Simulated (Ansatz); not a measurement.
## B₆As: do energies and stresses tell the same story?

Level of theory: Ansatz, DFT PBEsol, scalar-relativistic, plane waves, PAW.

Settings: cutoff 420 eV, Γ-centred mesh 6×6×6 on the computed 14-atom cell, Gaussian smearing of 0.02 eV; no spin polarisation.

Relaxed cell: R-3m, a = 6.123 Å, b = 6.123 Å, c = 11.844 Å, α = 90.00°, β = 90.00°, γ = 120.00°, 14 atoms in the primitive cell. Whether it is the stable form of this composition wasn't checked.

Energies at zero smearing and pressures from the stress tensor, at volumes with shape and atoms relaxed:
```json
{"V (Å³/atom)": "8.057", "E − E(first) (meV/atom)": "0.00", "P (GPa)": "30.18"}
{"V (Å³/atom)": "8.331", "E − E(first) (meV/atom)": "-43.68", "P (GPa)": "20.99"}
{"V (Å³/atom)": "8.606", "E − E(first) (meV/atom)": "-72.65", "P (GPa)": "12.99"}
{"V (Å³/atom)": "8.881", "E − E(first) (meV/atom)": "-88.83", "P (GPa)": "6.04"}
{"V (Å³/atom)": "9.155", "E − E(first) (meV/atom)": "-93.89", "P (GPa)": "-0.01"}
{"V (Å³/atom)": "9.430", "E − E(first) (meV/atom)": "-89.26", "P (GPa)": "-5.27"}
{"V (Å³/atom)": "9.705", "E − E(first) (meV/atom)": "-76.24", "P (GPa)": "-9.83"}
{"V (Å³/atom)": "10.071", "E − E(first) (meV/atom)": "-47.70", "P (GPa)": "-14.97"}
```

Check P = −dE/dV between neighbouring volumes, and get the bulk modulus from the pressures alone.

With 1 eV/Å³ = 160.2 GPa:
| middle V (Å³/atom) | −ΔE/ΔV (GPa) | mean P (GPa) |
| --- | --- | --- |
| 8.194 | 25.481 | 25.585 |
| 8.469 | 16.898 | 16.992 |
| 8.743 | 9.438 | 9.517 |
| 9.018 | 2.950 | 3.015 |
| 9.293 | -2.701 | -2.638 |
| 9.567 | -7.596 | -7.545 |
| 9.888 | -12.483 | -12.398 |

The two differ by 0.10 GPa at most. The mean of two end pressures misses the average over a step by about ΔV² P″/12, up to 0.11 GPa here; with that taken off 0.01 GPa remains. Around V = 9.155 Å³/atom, the two neighbours give B = −V ΔP/ΔV = 9.155 × 11.30 / 0.549 = 188.4 GPa, against B0 = 187.5 GPa from the Birch–Murnaghan fit of the energies.